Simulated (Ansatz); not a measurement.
K$_{2}$LiScF$_{6}$:
```
K2LiScF6
1.0
    0.00000     4.09594     4.09594
    4.09594     0.00000     4.09594
    4.09594     4.09594     0.00000
K Li Sc F
2 1 1 6
Direct
  0.25000   0.25000   0.25000
  0.75000   0.75000   0.75000
  0.50000   0.50000   0.50000
  0.00000   0.00000   0.00000
  0.24562   0.24562   0.75438
  0.75438   0.75438   0.24562
  0.75438   0.24562   0.24562
  0.24562   0.75438   0.75438
  0.24562   0.75438   0.24562
  0.75438   0.24562   0.75438
```

Relaxed with HSE06.

### Question
Give the Bader charges and basin volumes of the independent atoms, DFT-HSE06 in the program Ansatz with PAW potentials.

### Answer


```json
[
 {"atom": "K1", "Bader charge (e)": "+0.90", "Bader volume (Å³)": "18.2"},
 {"atom": "Li3", "Bader charge (e)": "+0.93", "Bader volume (Å³)": "3.2"},
 {"atom": "Sc4", "Bader charge (e)": "+2.26", "Bader volume (Å³)": "7.8"},
 {"atom": "F5", "Bader charge (e)": "-0.83", "Bader volume (Å³)": "15.0"}
]
```

Space group Fm-3m. The workflow started from a Materials Project entry (that database holds measured and hypothetical structures alike); the Crystallography Open Database copy checked does not list it. Its standing as an ambient phase is unchecked. The HSE06 relaxation kept the symmetry of its start; whether a distortion lowers the energy is not shown. No spin polarisation was allowed.

Potentials: the later of the program's two PAW sets.
